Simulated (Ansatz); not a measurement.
A generator proposed this cell of CdTe₄.

```cif
data_structure
_symmetry_space_group_name_H-M 'P 1'
_symmetry_Int_Tables_number 1
_cell_length_a 6.4237
_cell_length_b 6.4237
_cell_length_c 6.4237
_cell_angle_alpha 109.471
_cell_angle_beta 109.471
_cell_angle_gamma 109.471
_cell_volume 204.04
loop_
_atom_site_label
_atom_site_type_symbol
_atom_site_fract_x
_atom_site_fract_y
_atom_site_fract_z
_atom_site_occupancy
Cd1 Cd 0.00000 0.00000 0.00000 1
Te1 Te 0.34960 0.34960 0.34960 1
Te2 Te 0.65040 0.00000 0.00000 1
Te3 Te 0.00000 0.00000 0.65040 1
Te4 Te 0.00000 0.65040 0.00000 1
```

Theory: DFT PBE, scalar-relativistic, plane waves, PAW in Ansatz 0.2.0. Settings: cutoff 420 eV, Γ-centred mesh 4×4×4 on the computed 5-atom cell, Gaussian smearing of 0.10 eV; no spin polarisation.

Formation energies are uncorrected and refer to the elements' standard structures at the same level.

Problem. Estimate its pressure, forces and energy as it stands.

Solution. The pressure is 17.8 GPa (it wants to expand), the largest force is 9.11 eV/Å, and the energy is +1.98 eV/atom against the elements. The shortest distance is 2.25 Å.

Problem. Is it a good guess?

Solution. A poor one: relaxing gains about 1.8 eV/atom (the start's value is from the coarse mesh, so the gain is rough) in 9 ionic steps and ends at +0.22 eV/atom on the finer mesh. The symmetry goes from I-43m (No. 217) to Im-3m (No. 229). The volume per atom shrinks by 17.5 %, from 40.8 to 33.7 Å³. The shortest distance goes from 2.25 Å (Cd–Te) to 3.01 Å (Cd–Te). Conventional cell: a = 6.957 Å. Cd has 8 Te at 3.01 Å; Te has 2 Cd at 3.01 Å and 6 Te at 3.48 Å.

The last run used an 8×8×8 mesh for its 5-atom cell and Gaussian smearing of 0.10 eV. Spin–orbit coupling, which can matter for Te, is left out. The reference form of Te is held partly by dispersion forces, which this level lacks. The relaxation can't lower the symmetry of the start, and the grade says only how near the guess is to its own end. Symmetry constrained the relaxation, so the result can be a saddle point. Another cell of CdTe4 relaxed alike, in P4/mmm, lies 174 meV/atom lower, so this cell isn't the stable form at this level.
